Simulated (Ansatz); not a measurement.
TaC:
```
TaC
1.0
    5.46259     0.00000     0.00000
   -2.73129     4.73074     0.00000
    0.00000     0.00000     3.13579
Ta C
3 3
Direct
  0.50000   0.00000   0.00000
  0.50000   0.50000   0.00000
  0.00000   0.50000   0.00000
  0.00000   0.00000   0.00000
  0.33333   0.66667   0.50000
  0.66667   0.33333   0.50000
```

Relaxed with PBE. Special points in fractions of this cell's reciprocal vectors: Γ (0.000, 0.000, 0.000); M (0.500, 0.000, 0.000); K (0.333, 0.333, 0.000); A (0.000, 0.000, 0.500); L (0.500, 0.000, 0.500); H (0.333, 0.333, 0.500).

List the band energies nearest the Fermi level at these points for PBE in the plane-wave PAW code Ansatz.

In eV from the Fermi level; about four levels below and three above (degenerate sets whole), none deeper than 8.9 eV; points with the same levels are listed once.

```tsv
k	below	above
Γ	-2.65 -2.65 -2.33 -2.33 -0.81	0.25 0.25 0.70 0.70
M	-3.17 -2.94 -2.60 -2.48	0.07 0.45 1.62
K	-2.98 -2.98 -1.46 -1.46	0.40 2.23 2.43
A	-2.06 -2.06 -1.43 -0.67 -0.67	0.56 0.56 1.43
L	-3.10 -2.16 -0.97 -0.66	0.31 1.58 1.75
H	-2.97 -2.97 -1.27 -0.40	1.51 1.51 1.61 1.61
```

Space group P6/mmm. The cell is a constructed one: a structure type filled with these elements; neither database checked (COD, Materials Project) lists it. It is not the phase usual at ambient conditions (space group No. 225). The PBE relaxation kept the symmetry of its start; whether a distortion lowers the energy is not shown. The run is not spin-polarised. Spin–orbit coupling is left out wherever it is not named.

Potentials: the later of the program's two PAW sets.
